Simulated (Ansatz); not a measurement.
AlBRu3 (cubic perovskite), relaxed with PBE (Ansatz, a quantum-chemistry and plane-wave program, plane waves, PAW): a = b = c = 4.051 Å, α = β = γ = 90.00°.

| Item | Result |
|---|---|
| ΔH_f (eV/atom) | -0.10 |
| B₀ by P(V) fit (GPa) | 225 |

The same phase is relaxed and computed with r²SCAN in the same code. What are the cell and these values now?

a = b = c = 4.026 Å, α = β = γ = 90.00°.

- ΔH_f (eV/atom) = -0.11
- B₀ by P(V) fit (GPa) = 242

Typed or built starts, not in the databases checked: AlBRu3, cubic perovskite. All cells were relaxed under the symmetry of their starts (and spin orders); stability against distortions was not tested throughout. Rows with no word on spin ran without spin polarisation. Scalar-relativistic: spin–orbit coupling is off unless named, which matters more the heavier the elements.

Potentials: the later of the program's two PAW sets.

Ansatz is a plane-wave DFT program.

Formation energies count from the lowest solids of the elements computed at the same level, not from gases.
